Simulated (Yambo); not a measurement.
A BSE run in Yambo for Ba$_{2}$MgWO$_{6}$ (space group Fm-3m, No. 225) (PBEsol bands; 4×4×4 mesh, 15 valence and 9 conduction bands, static screening with 91 bands and a 3 Ry block, scissor 1.73 eV, Tamm-Dancoff; field along x) gives:

```
state  energy (eV)  states within 2 meV  relative strength  class
-----  -----------  -------------------  -----------------  -----
1             3.57                    1             < 0.01   dark
2             3.71                    3             < 0.01   dark
3             3.80                    3             < 0.01   dark
4             3.98                    3             < 0.01   dark
5             4.07                    2             < 0.01   weak
```

Problem. What changes when the window shrinks to 12 valence and 6 conduction bands?

Solution. The lowest state goes from 3.566 eV to 3.568 eV, and its distance below the direct gap from 0.947 eV to 0.945 eV. These are vertical excitations (zero momentum). The scissor comes from a G0W0 run whose convergence isn't established.

Spin-orbit coupling is not included.

Geometry of the Materials Project entry, not relaxed at this level; primitive cell a = b = c = 5.824 Å, α = β = γ = 60.00°.
